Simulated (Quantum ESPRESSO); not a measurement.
```cif
data_HAlGeSr
_chemical_formula_sum 'H1 Al1 Ge1 Sr1'
_space_group_name_H-M_alt 'P 1'
_space_group_IT_number 1
_cell_length_a 4.10531
_cell_length_b 4.10531
_cell_length_c 4.67946
_cell_angle_alpha 90.000
_cell_angle_beta 90.000
_cell_angle_gamma 120.000
loop_
_space_group_symop_operation_xyz
  'x, y, z'
loop_
_atom_site_label
_atom_site_type_symbol
_atom_site_fract_x
_atom_site_fract_y
_atom_site_fract_z
_atom_site_occupancy
H1 H 0.00000 0.00000 0.09140 1
Al1 Al 0.00000 0.00000 0.46493 1
Ge1 Ge 0.66667 0.33333 0.56337 1
Sr1 Sr 0.33333 0.66667 0.00950 1
```

The PBEsol cell relaxed from Materials Project entry mp-980057 was given an isotropic strain of -3 % on all lattice vectors, and the atoms were relaxed again.

What does PBEsol (pw.x of Quantum ESPRESSO, ONCV potentials, scalar-relativistic) give for the electronic structure near the Fermi level?

The PBEsol gap is 0.53 eV; at least one edge lies off the plotted path, at a point of the SCF mesh. The smallest direct gap is 1.56 eV. Spin-orbit splittings are left out.

The structure is a Materials Project entry; no match was found in the copy of COD used, and its stability was not checked.
